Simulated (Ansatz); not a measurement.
NaCl:
```
CELL_PARAMETERS angstrom
      3.36889     0.00000     0.00000
      0.00000     3.36889     0.00000
      0.00000     0.00000     3.36889
ATOMIC_POSITIONS crystal
  Na 0.00000 0.00000 0.00000
  Cl 0.50000 0.50000 0.50000
```

Relaxed with LDA.

Problem. Which orbitals make up the states near the band edges in DFT-LDA in the program Ansatz with PAW potentials?

Solution. Top 1 eV of the valence band: Cl 3p 99 %. Bottom 1 eV of the conduction band: Na 3s 64 %, Cl 3s 24 %, Cl 3p 9 %. Projections are on Löwdin-orthogonalised atomic valence shells; empty p or d shells of many metals are not among them.

Problem. Tabulate the density of states.

Solution. States/eV per cell of 2 atoms, in 0.25 eV bins, energy from the valence-band maximum.

| E (eV) | total | Cl 3p | Na 3s | Cl 3s |
|---|---|---|---|---|
| -7.85 | 0.00 | 0.00 | 0.00 | 0.00 |
| -7.60 | 0.00 | 0.00 | 0.00 | 0.00 |
| -7.35 | 0.00 | 0.00 | 0.00 | 0.00 |
| -7.10 | 0.00 | 0.00 | 0.00 | 0.00 |
| -6.85 | 0.00 | 0.00 | 0.00 | 0.00 |
| -6.60 | 0.00 | 0.00 | 0.00 | 0.00 |
| -6.35 | 0.00 | 0.00 | 0.00 | 0.00 |
| -6.10 | 0.00 | 0.00 | 0.00 | 0.00 |
| -5.85 | 0.00 | 0.00 | 0.00 | 0.00 |
| -5.60 | 0.00 | 0.00 | 0.00 | 0.00 |
| -5.35 | 0.00 | 0.00 | 0.00 | 0.00 |
| -5.10 | 0.00 | 0.00 | 0.00 | 0.00 |
| -4.85 | 0.00 | 0.00 | 0.00 | 0.00 |
| -4.60 | 0.00 | 0.00 | 0.00 | 0.00 |
| -4.35 | 0.00 | 0.00 | 0.00 | 0.00 |
| -4.10 | 0.00 | 0.00 | 0.00 | 0.00 |
| -3.85 | 0.00 | 0.00 | 0.00 | 0.00 |
| -3.60 | 0.09 | 0.07 | 0.02 | 0.00 |
| -3.35 | 0.62 | 0.52 | 0.10 | 0.00 |
| -3.10 | 1.09 | 0.95 | 0.13 | 0.01 |
| -2.85 | 2.03 | 1.85 | 0.15 | 0.01 |
| -2.60 | 2.49 | 2.32 | 0.13 | 0.02 |
| -2.35 | 2.37 | 2.24 | 0.08 | 0.02 |
| -2.10 | 1.79 | 1.69 | 0.05 | 0.02 |
| -1.85 | 1.63 | 1.56 | 0.04 | 0.01 |
| -1.60 | 1.53 | 1.47 | 0.03 | 0.01 |
| -1.35 | 1.55 | 1.50 | 0.02 | 0.01 |
| -1.10 | 1.60 | 1.56 | 0.02 | 0.01 |
| -0.85 | 1.85 | 1.82 | 0.01 | 0.01 |
| -0.60 | 2.63 | 2.60 | 0.01 | 0.00 |
| -0.35 | 2.20 | 2.18 | 0.00 | 0.00 |
| -0.10 | 0.51 | 0.51 | 0.00 | 0.00 |
| 0.15 | 0.00 | 0.00 | 0.00 | 0.00 |
| 0.40 | 0.00 | 0.00 | 0.00 | 0.00 |
| 0.65 | 0.00 | 0.00 | 0.00 | 0.00 |
| 0.90 | 0.00 | 0.00 | 0.00 | 0.00 |
| 1.15 | 0.00 | 0.00 | 0.00 | 0.00 |
| 1.40 | 0.00 | 0.00 | 0.00 | 0.00 |
| 1.65 | 0.00 | 0.00 | 0.00 | 0.00 |
| 1.90 | 0.00 | 0.00 | 0.00 | 0.00 |
| 2.15 | 0.00 | 0.00 | 0.00 | 0.00 |
| 2.40 | 0.00 | 0.00 | 0.00 | 0.00 |
| 2.65 | 0.00 | 0.00 | 0.00 | 0.00 |
| 2.90 | 0.00 | 0.00 | 0.00 | 0.00 |
| 3.15 | 0.00 | 0.00 | 0.00 | 0.00 |
| 3.40 | 0.00 | 0.00 | 0.00 | 0.00 |
| 3.65 | 0.00 | 0.00 | 0.00 | 0.00 |
| 3.90 | 0.00 | 0.00 | 0.00 | 0.00 |
| 4.15 | 0.01 | 0.00 | 0.01 | 0.00 |
| 4.40 | 0.04 | 0.00 | 0.02 | 0.01 |
| 4.65 | 0.06 | 0.00 | 0.04 | 0.01 |
| 4.90 | 0.08 | 0.01 | 0.05 | 0.02 |
| 5.15 | 0.12 | 0.01 | 0.08 | 0.02 |
| 5.40 | 0.31 | 0.02 | 0.23 | 0.03 |
| 5.65 | 0.45 | 0.03 | 0.32 | 0.03 |
| 5.90 | 0.60 | 0.04 | 0.42 | 0.03 |
| 6.15 | 0.77 | 0.06 | 0.52 | 0.03 |
| 6.40 | 1.09 | 0.08 | 0.70 | 0.04 |
| 6.65 | 1.48 | 0.13 | 0.96 | 0.05 |
| 6.90 | 1.69 | 0.17 | 1.07 | 0.05 |
| 7.15 | 1.13 | 0.10 | 0.61 | 0.03 |
| 7.40 | 0.62 | 0.03 | 0.19 | 0.00 |
| 7.65 | 0.40 | 0.01 | 0.06 | 0.00 |
| 7.90 | 0.41 | 0.00 | 0.02 | 0.00 |
| 8.15 | 0.74 | 0.01 | 0.06 | 0.00 |
| 8.40 | 1.61 | 0.02 | 0.10 | 0.00 |
| 8.65 | 2.33 | 0.04 | 0.16 | 0.00 |
| 8.90 | 2.34 | 0.04 | 0.13 | 0.00 |

Space group Pm-3m (CsCl type). This is a known high-pressure phase of the composition, computed here at zero pressure and temperature. The LDA relaxation kept the symmetry of its start. At this level the phase is dynamically unstable (imaginary phonons).

Potentials: the earlier of the program's two PAW sets. The files were generated under PBE; for other functionals the program regenerates the frozen cores, and for LDA and PBEsol the local potential too.
